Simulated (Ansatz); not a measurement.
AlP:
```
AlP
1.0
    3.11912     0.00000     0.00000
    0.00000     3.11912     0.00000
    0.00000     0.00000     3.11912
Al P
1 1
Direct
  0.00000   0.00000   0.00000
  0.50000   0.50000   0.50000
```

Relaxed with PBE. Special points in fractions of this cell's reciprocal vectors: Γ (0.000, 0.000, 0.000); X (0.000, 0.500, 0.000); M (0.500, 0.500, 0.000); R (0.500, 0.500, 0.500).

Q: List the band energies nearest the Fermi level at these points for DFT-PBE in the program Ansatz with PAW potentials.

A: In eV from the Fermi level; about four levels below and three above (degenerate sets whole), none deeper than 8.9 eV; … stands for higher levels left out; points with the same levels are listed once.

```
k                                below           above
-  -----------------------------------  --------------
Γ                    -0.81 -0.81 -0.81  1.00 2.87 2.87
X                                -8.78  0.87 0.87 4.08
M                    -6.14 -6.14 -3.76  2.33 7.96 7.96
R  -3.83 -3.83 -3.83 -0.97 -0.97 -0.97          1.12 …
```

Space group Pm-3m (CsCl type). The cell is a constructed one: a structure type filled with these elements; neither database checked (COD, Materials Project) lists it. It is not the phase usual at ambient conditions (space group No. 216). The cell was relaxed with PBE under the symmetry of its start. At this level the phase is mechanically unstable.

Potentials: the later of the program's two PAW sets.
